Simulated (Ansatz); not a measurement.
**CsHfAgP₃ in Ansatz, relaxation**

input.yaml:

```yaml
crystal:
  lattice:
    - [8.17652, 0.0, 0.0]
    - [0.0, 3.832087, 0.0]
    - [-3.617405, 0.0, 9.192726]
  atoms:
    - { symbol: P, position: [0.09686, 0.75, 0.86516] }
    - { symbol: P, position: [0.90314, 0.25, 0.13484] }
    - { symbol: Cs, position: [0.74309, 0.25, 0.71155] }
    - { symbol: Cs, position: [0.25691, 0.75, 0.28845] }
    - { symbol: P, position: [0.45401, 0.25, 0.1274] }
    - { symbol: P, position: [0.54599, 0.75, 0.8726] }
    - { symbol: Hf, position: [0.69567, 0.75, 0.16492] }
    - { symbol: Hf, position: [0.30433, 0.25, 0.83508] }
    - { symbol: P, position: [0.73584, 0.75, 0.4349] }
    - { symbol: P, position: [0.26416, 0.25, 0.5651] }
    - { symbol: Ag, position: [0.07244, 0.75, 0.60204] }
    - { symbol: Ag, position: [0.92756, 0.25, 0.39796] }
  symmetry: { tolerance: 0.0003 }
kpoints:
  mp_grid: { grid: [3, 5, 3], shift: [0, 0, 0] }
magnetization:
  spin_polarized: false
scf:
  occupations: { method: fermi_dirac, width: 0.0409 }
  lower_state_search: "off"
hamiltonian:
  pseudopotentials: { kind: paw }
  xc: r2scan
basis:
  ecutwfc: 500
  fft_grid_basis: typed
relax:
  max_steps: 60
output:
  forces: true
  stress: true
  eigenvalues: true
  bader: false
  populations: true
  elf: true
  write_potential: true
  volumetric_format: npy
  dos:
    e_range: [-12, 8]
    de: 0.05
    projected: { site_lists: { Ag: [Ag], Cs: [Cs], Hf: [Hf], P: [P] } }
  write_density: true
checkpoint:
  read: saved_state
```

The command:

```bash
ansatz run input.yaml --threads 2 --pin off --max-ram 3584MiB --backend cpu --events-out ev --progress --plain --runs-dir out
```

Origin of the cell: a known structure type with other elements, at an estimated volume, so it need not be a known compound.

The saved state is a converged single point of the same cell.

Steps:

```
step  ΔF (meV/atom)  max force component (eV/Å)  SCF iterations  step was
   1            0.0                       1.404               8  accepted
   2          -68.4                       0.661               7  accepted
   3          -85.2                       0.258               7  accepted
   4          -98.8                       0.312               7  accepted
   5         -117.3                       0.854               8  accepted
   6         -155.3                       0.993               7  accepted
   7         -193.1                       1.066               7  accepted
   8         -203.8                       1.313               6  accepted
   9         -213.8                       0.173               6  accepted
  10         -214.8                       0.134               8  accepted
  11         -214.5                       0.209               8  rejected
  12         -215.2                       0.017               8  accepted
  13         -215.2                       0.007               7  accepted
```

The starting structure.

Space group P2_1/m (No. 11); the run's cell has a = 8.177 Å, b = 3.832 Å, c = 9.879 Å, α = 90.00°, β = 111.48°, γ = 90.00°. Shortest distances: Ag–P 2.53 Å, Hf–P 2.57 Å, Ag–Ag 2.72 Å, Ag–Hf 3.06 Å, Cs–P 3.27 Å, P–P 3.46 Å.

The relaxed structure.

Space group P2_1/m (No. 11); the run's cell has a = 8.177 Å, b = 3.832 Å, c = 9.879 Å, α = 90.00°, β = 111.48°, γ = 90.00°. Shortest distances: P–P 2.38 Å, Ag–P 2.47 Å, Hf–P 2.50 Å, Ag–Ag 2.93 Å, Ag–Hf 3.06 Å, Cs–P 3.38 Å.

```yaml
crystal:
  lattice:
    - [8.17652, 0.00000, 0.00000]
    - [0.00000, 3.83209, 0.00000]
    - [-3.61741, 0.00000, 9.19273]
  atoms:
    - { symbol: P, position: [0.01548, 0.75000, 0.87507] }
    - { symbol: P, position: [0.98452, 0.25000, 0.12493] }
    - { symbol: Cs, position: [0.66314, 0.25000, 0.69066] }
    - { symbol: Cs, position: [0.33686, 0.75000, 0.30934] }
    - { symbol: P, position: [0.51335, 0.25000, 0.07509] }
    - { symbol: P, position: [0.48665, 0.75000, 0.92491] }
    - { symbol: Hf, position: [0.79000, 0.75000, 0.13224] }
    - { symbol: Hf, position: [0.21000, 0.25000, 0.86776] }
    - { symbol: P, position: [0.77613, 0.75000, 0.38080] }
    - { symbol: P, position: [0.22387, 0.25000, 0.61920] }
    - { symbol: Ag, position: [0.02340, 0.75000, 0.61758] }
    - { symbol: Ag, position: [0.97660, 0.25000, 0.38242] }
```

```
Free energy lowered by  : 215.2 meV/atom
Final pressure          : 2.71 GPa
Relaxation steps listed : 13
Gap on the mesh         : none (metal)
```

Caveats: no moments, though an odd count or open d shells may carry them; no spin-orbit coupling, though heavy elements are present; the SCF threshold is looser than advised for a stress; the k mesh is coarse if the cell is a metal; the relaxation held the start's symmetry, so the end may be a saddle point.

The run took 16 min on 2 threads of Arm Neoverse N1 (shared host), peak memory 1.7 GiB, from a saved density.
